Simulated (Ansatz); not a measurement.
# MgI$_{2}$: two-dimensional strain map

All numbers below come from DFT PBEsol, scalar-relativistic, plane waves, PAW (Ansatz 0.2.0). Settings: plane waves to 420 eV, k-mesh 6×6×4 (Γ-centred), Gaussian smearing 0.05 eV. No spin polarisation. Energies are free energies at this smearing, counted from the undisturbed cell; pressure is positive in compression.

The undisturbed cell (as given, not relaxed at this level; it stands at -0.2 GPa):

```xyz
3
Lattice="4.1537 0.0000 0.0000 -2.0769 3.5972 0.0000 0.0000 0.0000 6.8620" Properties=species:S:1:pos:R:3 pbc="T T T"
Mg    0.0000    0.0000    0.0000
I     0.0000    2.3981    5.1989
I     2.0769    1.1991    1.6631
```

The cell holds layers and no dispersion correction was added, so their binding is poorly described.

The cell is strained by p along both x and y and by q along z, fractional coordinates fixed. Points are written (p, q).

Energy above the undisturbed cell in meV/atom (a dash: not computed):

| p \ q | -0.030 | -0.015 | 0.000 | 0.015 | 0.030 |
| --- | --- | --- | --- | --- | --- |
| -0.030 | ? | 16.7 | 10.9 | 7.8 | 7.1 |
| -0.015 | 11.1 | 5.1 | 1.6 | 0.6 | ? |
| 0.000 | 5.1 | ? | 0.0 | 0.9 | 3.9 |
| 0.015 | 6.4 | 4.7 | 5.2 | 7.9 | 12.5 |
| 0.030 | 14.0 | 14.2 | ? | 20.8 | 26.8 |

**Question.** Fill in the withheld energies.

**Answer.** (-0.030, -0.030): 25.2; (-0.015, 0.030): 1.8; (0.000, -0.015): 1.4; (0.030, 0.000): 16.5.